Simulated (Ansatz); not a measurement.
Computed with DFT PBE, scalar-relativistic, plane waves, PAW in Ansatz. Settings: cutoff 420 eV, Γ-centred meshes spaced at most about 0.3 Å⁻¹, and about 0.25 Å⁻¹ or finer for metals (2π included), Gaussian smearing. No spin polarisation in the final relaxations.

All energies are static (0 K, no zero-point motion).

Two forms of Ti₂NbC₃ were relaxed alike.

1.

```
Ti Nb C
1.0
     2.79017    1.61091    2.97235
    -2.79017    1.61091    2.97235
     0.00000   -3.22181    2.97235
Ti Nb C
2 1 3
Direct
  0.19505 0.19505 0.19505
  0.80495 0.80495 0.80495
  0.50000 0.50000 0.50000
  0.00000 0.50000 0.50000
  0.50000 0.00000 0.50000
  0.50000 0.50000 0.00000
```

2.

```
Ti Nb C
1.0
     4.80841    0.00000    0.00000
    -2.40420    4.16420    0.00000
     0.00000    0.00000    3.22768
Ti Nb C
2 1 3
Direct
  0.33333 0.66667 0.00000
  0.66667 0.33333 0.00000
  0.00000 0.00000 0.50000
  0.50000 0.00000 0.50000
  0.00000 0.50000 0.50000
  0.50000 0.50000 0.50000
```

Question: Which form is favoured at zero pressure, and by what margin per atom?

Answer: Cell 2 is lower, by 0.32 eV/atom. Cell 1 has space group R-3m (No. 166), 13.4 Å³/atom and no gap on its mesh; cell 2 has space group P6/mmm (No. 191), 10.8 Å³/atom and no gap. Counting C atoms around Nb and Ti (those within 1.25 times the shortest such distance or 1.15 times the sum of covalent radii), cell 1 has Ti 3, Nb 6 and cell 2 has Ti 6, Nb 6. The denser one is the lower, and pressure would at first widen the difference. In cell 1, around Ti lie 3 C at 2.03 Å, 1 Nb at 2.72 Å and 3 Nb at 3.23 Å; Nb is surrounded by 6 C at 2.19 Å, 2 Ti at 2.72 Å and 6 Ti at 3.23 Å; C is surrounded by 2 Ti at 2.03 Å and 2 Nb at 2.19 Å. In cell 2, Ti has 6 C at 2.13 Å, 3 Ti at 2.78 Å, 6 Nb at 3.21 Å and 2 Ti at 3.23 Å; Nb has 6 C at 2.40 Å, 12 Ti at 3.21 Å and 2 Nb at 3.23 Å; C has 4 Ti at 2.13 Å, 2 Nb at 2.40 Å and 4 C at 2.40 Å. Both come from invented guesses.

Cells relaxed within their symmetry can be saddle points.
